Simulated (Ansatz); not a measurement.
The start is a generated cell, Sn built in the A7 structure type. The structure is fully relaxed (lattice and positions, P = 0) with PBE (plane waves to 420 eV, PAW, scalar-relativistic; Ansatz, a quantum-chemistry and plane-wave program). First-step values are on the input's coarse k-mesh.

Ansatz input (later rounds restart from its end on a renewed k-mesh):
Ansatz 0.2 input:
```yaml
crystal:
  lattice:
    - [1.971986, 1.1385267, 3.656807]
    - [-1.971986, 1.1385267, 3.656807]
    - [0, -2.2770533, 3.656807]
  atoms:
    - { symbol: Sn, position: [0.22754, 0.22754, 0.22754] }
    - { symbol: Sn, position: [0.77246, 0.77246, 0.77246] }
basis: { ecutwfc: 420, ecutrho_ratio: 4, xc_grid: 2, fft_grid_basis: typed }
kpoints: { mp_grid: { grid: [10, 10, 10] } }
hamiltonian:
  xc: pbe
  dispersion: none
  pseudopotentials: { azcp: { folder: ./paw }, kind: paw }
scf: { occupations: { method: fermi_dirac, width: 0.05 } }
relax: { f_tol: 0.01, max_steps: 100, cell: { stress_tol: 0.02 } }
output: { forces: true, stress: true }
```

Initial pressure: +19.9 GPa (positive: the cell is compressed)
Largest initial force: 2.88 eV/Å, on Sn1, Sn2 (atoms numbered as listed)
Outcome: The space group goes from R-3m (No. 166) to Pm-3m (No. 221); the end is AFLOW prototype A_cP1_221_a (A_h), with 1 atom in the primitive cell
Optimiser moves: 12

It ends as:

Space group Pm-3m (No. 221); a = b = c = 3.0880 Å, α = β = γ = 90.00°

```csv
atom,site,symmetry,x,y,z
Sn,1b,m-3m,0.5000,0.5000,0.5000
```

Final values are on a 15×15×15 k-mesh of the relaxed cell. No spin polarisation in the result.

The run could not lose the symmetry of its start: the end is stationary, and may be a saddle point rather than a minimum.

The relaxed structure here is a generated cell of Sn: the first start was made by placing the elements on the sites of a structure type, and the end was not matched to a known phase here, so it may be hypothetical. Known forms of Sn include space group No. 141, 227.
